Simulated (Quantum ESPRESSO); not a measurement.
InAl2GaAs4, one run as intended and one with a planted mistake

Simulated, not a measurement. The program is pw.x of Quantum ESPRESSO 7.5 (plane-wave density functional theory). The cell is made up: 8 atoms on a zincblende/diamond lattice, with randomly drawn elements, strain and displacements, not relaxed. PseudoDojo standard norm-conserving files (v0.5 for PBE, v0.4.1 for LDA and PBEsol) set the functional; there is no spin polarisation, spin-orbit coupling or dispersion term, and the masses in the input are unused placeholders.

Intended input:

```
&control calculation='scf', pseudo_dir='./dojo.nc.sr.pbe.v0_5.standard.upf', outdir='./o', disk_io='low', tprnfor=.true., tstress=.true. /
&system ibrav=0, nat=8, ntyp=4, nbnd=52, ecutwfc=84.00895049, nosym=.true., tot_charge=0,
 occupations='smearing', smearing='fd', degauss=0.0018374661
/
&electrons conv_thr=7.350e-09, electron_maxstep=60, /
ATOMIC_SPECIES
Al 1.0 Al.upf
As 1.0 As.upf
Ga 1.0 Ga.upf
In 1.0 In.upf
CELL_PARAMETERS angstrom
5.7037 0.0716 0.0148
0.0716 5.8032 -0.0532
0.0148 -0.0532 5.7166
ATOMIC_POSITIONS angstrom
In -0.0059 -0.0537 0.071
Al 0.014 2.758 2.92
Ga 2.819 0.0911 2.8372
Al 2.9038 2.9996 0.0104
As 1.3622 1.517 1.427
As 1.411 4.4367 4.393
As 4.2505 1.5267 4.3199
As 4.3138 4.3275 1.4097
K_POINTS automatic
4 4 4 1 1 1
```

The log is shortened where brackets say so; the opening notice, blank lines, dates and the lines on written files are dropped, and the path of the files is cut. It prints rydbergs, bohrs and kilobars, and counts compression as positive stress.

Log of the intended run:

```
     Program PWSCF v.7.5
     Parallel version (MPI & OpenMP), running on       4 processor cores
     Number of MPI processes:                 4
     Threads/MPI process:                     1
     [start-up lines left out]
     bravais-lattice index     =            0
     lattice parameter (alat)  =      10.7793  a.u.
     unit-cell volume          =    1276.5890 (a.u.)^3
     number of atoms/cell      =            8
     number of atomic types    =            4
     number of electrons       =        92.00
     number of Kohn-Sham states=           52
     kinetic-energy cutoff     =      84.0090  Ry
     charge density cutoff     =     336.0358  Ry
     scf convergence threshold =      7.3E-09
     mixing beta               =       0.7000
     number of iterations used =            8  plain     mixing
     Exchange-correlation= PBE
                           (   1   4   3   4   0   0   0)
     [axes and pseudopotential details left out]
   Cartesian axes
     site n.     atom                  positions (alat units)
         1        In     tau(   1) = (  -0.0010343  -0.0094142   0.0124470  )
         2        Al     tau(   2) = (   0.0024543   0.4835060   0.5119063  )
         3        Ga     tau(   3) = (   0.4942000   0.0159708   0.4973906  )
         4        Al     tau(   4) = (   0.5090663   0.5258610   0.0018232  )
         5        As     tau(   5) = (   0.2388078   0.2659459   0.2501679  )
         6        As     tau(   6) = (   0.2473630   0.7777996   0.7701385  )
         7        As     tau(   7) = (   0.7451568   0.2676464   0.7573233  )
         8        As     tau(   8) = (   0.7562539   0.7586557   0.2471351  )
     number of k points=    32  Fermi-Dirac smearing, width (Ry)=  0.0018
                       cart. coord. in units 2pi/alat
        k(    1) = (   0.1231467   0.1224984   0.1255494), wk =   0.0625000
        k(    2) = (   0.1224706   0.1247939   0.3750288), wk =   0.0625000
     [further k points left out]
     Dense  grid:   132849 G-vectors     FFT dimensions: (  64,  64,  64)
     Estimated max dynamical RAM per process >     299.59 MB
     Estimated total dynamical RAM >       1.08 GB
     Initial potential from superposition of free atoms
     starting charge      91.9876, renormalised to      92.0000
     Starting wfcs are   62 randomized atomic wfcs
     total cpu time spent up to now is        4.2 secs
     per-process dynamical memory:   212.6 Mb
     Self-consistent Calculation
     iteration #  1     ecut=    84.01 Ry     beta= 0.70
     Davidson diagonalization with overlap
     ethr =  1.00E-02,  avg # of iterations =  4.3
     Threshold (ethr) on eigenvalues was too large:
     Diagonalizing with lowered threshold
     Davidson diagonalization with overlap
     ethr =  2.71E-04,  avg # of iterations =  3.4
     total cpu time spent up to now is       20.7 secs
     total energy              =   -1143.72768641 Ry
     estimated scf accuracy    <       0.26104340 Ry
     iteration #  2     ecut=    84.01 Ry     beta= 0.70
     Davidson diagonalization with overlap
     ethr =  2.84E-04,  avg # of iterations =  2.8
     total cpu time spent up to now is       28.8 secs
     total energy              =   -1143.77364612 Ry
     estimated scf accuracy    <       0.05130226 Ry
     [iterations 3 to 8 left out]
     iteration #  9     ecut=    84.01 Ry     beta= 0.70
     Davidson diagonalization with overlap
     ethr =  1.45E-10,  avg # of iterations =  5.0
     total cpu time spent up to now is       87.6 secs
     total energy              =   -1143.78732948 Ry
     estimated scf accuracy    <       0.00000003 Ry
     iteration # 10     ecut=    84.01 Ry     beta= 0.70
     Davidson diagonalization with overlap
     ethr =  3.65E-11,  avg # of iterations =  2.0
     total cpu time spent up to now is       94.2 secs
     End of self-consistent calculation
     [lines on levels left out]
!    total energy              =   -1143.78732948 Ry
     estimated scf accuracy    <          5.1E-09 Ry
     smearing contrib. (-TS)   =      -0.00000000 Ry
     internal energy E=F+TS    =   -1143.78732948 Ry
     The total energy is F=E-TS. E is the sum of the following terms:
     one-electron contribution =    -672.78182534 Ry
     hartree contribution      =     386.12815529 Ry
     xc contribution           =    -276.57231814 Ry
     ewald contribution        =    -580.56134129 Ry
     convergence has been achieved in  10 iterations
     Forces acting on atoms (cartesian axes, Ry/au):
     atom    1 type  4   force =    -0.09257602    0.07808293    0.05412175
     atom    2 type  1   force =    -0.00183220    0.05851958    0.01256974
     atom    3 type  3   force =    -0.00519717   -0.01769630    0.01367073
     atom    4 type  1   force =    -0.03827824    0.00037436   -0.00166849
     atom    5 type  2   force =     0.06043688    0.02660798    0.01378428
     atom    6 type  2   force =     0.11323126   -0.11821692   -0.13900786
     atom    7 type  2   force =    -0.01692642   -0.01244693   -0.01593101
     atom    8 type  2   force =    -0.01885809   -0.01522469    0.06246087
     Total force =     0.281126     Total SCF correction =     0.000516
     Computing stress (Cartesian axis) and pressure
          total   stress  (Ry/bohr**3)                   (kbar)     P=       59.05
   0.00043316  -0.00017194  -0.00022298           63.72      -25.29      -32.80
  -0.00017194   0.00035089   0.00026561          -25.29       51.62       39.07
  -0.00022298   0.00026561   0.00042011          -32.80       39.07       61.80
     init_run     :      3.82s CPU      3.99s WALL (       1 calls)
     electrons    :     88.83s CPU     89.93s WALL (       1 calls)
     forces       :      1.10s CPU      1.11s WALL (       1 calls)
     stress       :      3.87s CPU      3.88s WALL (       1 calls)
     [timing details left out]
     PWSCF        :   1m37.91s CPU   1m39.23s WALL
     JOB DONE.
```

A second run has one planted mistake: two atoms have their elements exchanged. The input lines that differ, file-writing options aside:

```
- Al 2.9038 2.9996 0.0104
+ As 2.9038 2.9996 0.0104
- As 4.2505 1.5267 4.3199
+ Al 4.2505 1.5267 4.3199
```

Its log:

```
     Program PWSCF v.7.5
     Parallel version (MPI & OpenMP), running on       4 processor cores
     Number of MPI processes:                 4
     Threads/MPI process:                     1
     [start-up lines left out]
     bravais-lattice index     =            0
     lattice parameter (alat)  =      10.7793  a.u.
     unit-cell volume          =    1276.5890 (a.u.)^3
     number of atoms/cell      =            8
     number of atomic types    =            4
     number of electrons       =        92.00
     number of Kohn-Sham states=           52
     kinetic-energy cutoff     =      84.0090  Ry
     charge density cutoff     =     336.0358  Ry
     scf convergence threshold =      7.3E-09
     mixing beta               =       0.7000
     number of iterations used =            8  plain     mixing
     Exchange-correlation= PBE
                           (   1   4   3   4   0   0   0)
     [axes and pseudopotential details left out]
   Cartesian axes
     site n.     atom                  positions (alat units)
         1        In     tau(   1) = (  -0.0010343  -0.0094142   0.0124470  )
         2        Al     tau(   2) = (   0.0024543   0.4835060   0.5119063  )
         3        Ga     tau(   3) = (   0.4942000   0.0159708   0.4973906  )
         4        As     tau(   4) = (   0.5090663   0.5258610   0.0018232  )
         5        As     tau(   5) = (   0.2388078   0.2659459   0.2501679  )
         6        As     tau(   6) = (   0.2473630   0.7777996   0.7701385  )
         7        Al     tau(   7) = (   0.7451568   0.2676464   0.7573233  )
         8        As     tau(   8) = (   0.7562539   0.7586557   0.2471351  )
     number of k points=    32  Fermi-Dirac smearing, width (Ry)=  0.0018
                       cart. coord. in units 2pi/alat
        k(    1) = (   0.1231467   0.1224984   0.1255494), wk =   0.0625000
        k(    2) = (   0.1224706   0.1247939   0.3750288), wk =   0.0625000
     [further k points left out]
     Dense  grid:   132849 G-vectors     FFT dimensions: (  64,  64,  64)
     Estimated max dynamical RAM per process >     299.59 MB
     Estimated total dynamical RAM >       1.08 GB
     Initial potential from superposition of free atoms
     starting charge      91.9876, renormalised to      92.0000
     Starting wfcs are   62 randomized atomic wfcs
     total cpu time spent up to now is        4.7 secs
     per-process dynamical memory:   212.6 Mb
     Self-consistent Calculation
     iteration #  1     ecut=    84.01 Ry     beta= 0.70
     Davidson diagonalization with overlap
     ethr =  1.00E-02,  avg # of iterations =  3.9
     Threshold (ethr) on eigenvalues was too large:
     Diagonalizing with lowered threshold
     Davidson diagonalization with overlap
     ethr =  2.27E-04,  avg # of iterations =  5.0
     total cpu time spent up to now is       22.0 secs
     total energy              =   -1143.49312069 Ry
     estimated scf accuracy    <       0.22718789 Ry
     iteration #  2     ecut=    84.01 Ry     beta= 0.70
     Davidson diagonalization with overlap
     ethr =  2.47E-04,  avg # of iterations =  4.9
     total cpu time spent up to now is       30.9 secs
     total energy              =   -1143.49761205 Ry
     estimated scf accuracy    <       0.18043625 Ry
     [iterations 3 to 9 left out]
     iteration # 10     ecut=    84.01 Ry     beta= 0.70
     Davidson diagonalization with overlap
     ethr =  7.37E-11,  avg # of iterations =  3.8
     total cpu time spent up to now is       96.1 secs
     total energy              =   -1143.55250231 Ry
     estimated scf accuracy    <       0.00000001 Ry
     iteration # 11     ecut=    84.01 Ry     beta= 0.70
     Davidson diagonalization with overlap
     ethr =  1.44E-11,  avg # of iterations =  2.9
     total cpu time spent up to now is      104.3 secs
     End of self-consistent calculation
     [lines on levels left out]
!    total energy              =   -1143.55250231 Ry
     estimated scf accuracy    <          3.2E-09 Ry
     smearing contrib. (-TS)   =      -0.00035758 Ry
     internal energy E=F+TS    =   -1143.55214474 Ry
     The total energy is F=E-TS. E is the sum of the following terms:
     one-electron contribution =    -702.50584573 Ry
     hartree contribution      =     400.14292707 Ry
     xc contribution           =    -276.47853453 Ry
     ewald contribution        =    -564.71069154 Ry
     convergence has been achieved in  11 iterations
     Forces acting on atoms (cartesian axes, Ry/au):
     atom    1 type  4   force =    -0.09868465    0.08616227    0.04114676
     atom    2 type  1   force =     0.00663704    0.05470168    0.00925182
     atom    3 type  3   force =     0.00890403   -0.00556046    0.02400660
     atom    4 type  2   force =    -0.02047067   -0.01508816   -0.01226976
     atom    5 type  2   force =     0.04427055    0.01670884    0.02292151
     atom    6 type  2   force =     0.09721177   -0.10059144   -0.14340882
     atom    7 type  1   force =    -0.01988191   -0.02875483   -0.00954893
     atom    8 type  2   force =    -0.01798616   -0.00757789    0.06790081
     Total force =     0.269565     Total SCF correction =     0.000349
     Computing stress (Cartesian axis) and pressure
          total   stress  (Ry/bohr**3)                   (kbar)     P=       88.28
   0.00062121  -0.00009609  -0.00026504           91.38      -14.14      -38.99
  -0.00009609   0.00057411   0.00018660          -14.14       84.45       27.45
  -0.00026504   0.00018660   0.00060502          -38.99       27.45       89.00
     init_run     :      4.38s CPU      4.59s WALL (       1 calls)
     electrons    :     98.82s CPU     99.64s WALL (       1 calls)
     forces       :      1.13s CPU      1.15s WALL (       1 calls)
     stress       :      3.84s CPU      3.84s WALL (       1 calls)
     [timing details left out]
     PWSCF        :   1m48.32s CPU   1m49.41s WALL
     JOB DONE.
```

|  | intended run | run with the mistake |
| --- | --- | --- |
| free energy (eV) | -15562.019 | -15558.824 |
| smearing term -TS (eV) | 0.0000 | -0.0049 |
| pressure (GPa) | 5.90 | 8.83 |
| largest force component (eV/Å) | 3.574 | 3.687 |
| largest change of a force component (eV/Å) |  | 0.458 |
| iterations | 10 | 11 |

For scale, a rerun of the intended cell at 1437 eV and a 6 x 6 x 6 mesh moved values by no more than 0.011 eV in energy, 0.02 GPa in stress and 0.003 eV/Å in force.